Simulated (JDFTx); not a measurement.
Zn(0001) slab cut from bulk Zn (space group P6_3/mmc, indices of the conventional cell, lattice of the Materials Project entry mp-79, not re-optimised): 4 atoms in 4 planes, a 1x1 cell of 5.92 Å² (|a| = 2.614, |b| = 2.614 Å), 7.4 Å between the outermost planes, cell height 23.3 Å, 10×10×1 k mesh, Fermi smearing 0.01 Ha, no spin polarisation.

Level of theory: PBE, GBRV ultrasoft potentials, plane waves to 20/100 Ha; code: a modified build of JDFTx. Liquid on both sides: SCCS (g09 parameters), water, 1 M NaF; nuclei fixed, outer atoms relaxed in vacuum. U vs SHE = −μ/e − 4.44 V throughout (conventional absolute potential of the hydrogen electrode). This is a symmetric, unreconstructed model surface, and the continuum liquid cannot react with it. Convergence in thickness and k mesh wasn't tested for this slab.

```tsv
U (V vs SHE)	μ (eV)	excess electrons per cell	σ (μC/cm², per face)	run
-0.90	-3.54	[?]	[?]	fixed potential
-0.70	-3.74	0.014	-1.8	fixed potential
-0.52	-3.92	0.000	0.0	neutral
```

Fill in the missing entries, row by row.


- -0.90, excess electrons per cell: 0.028
- -0.90, σ (μC/cm², per face): -3.8
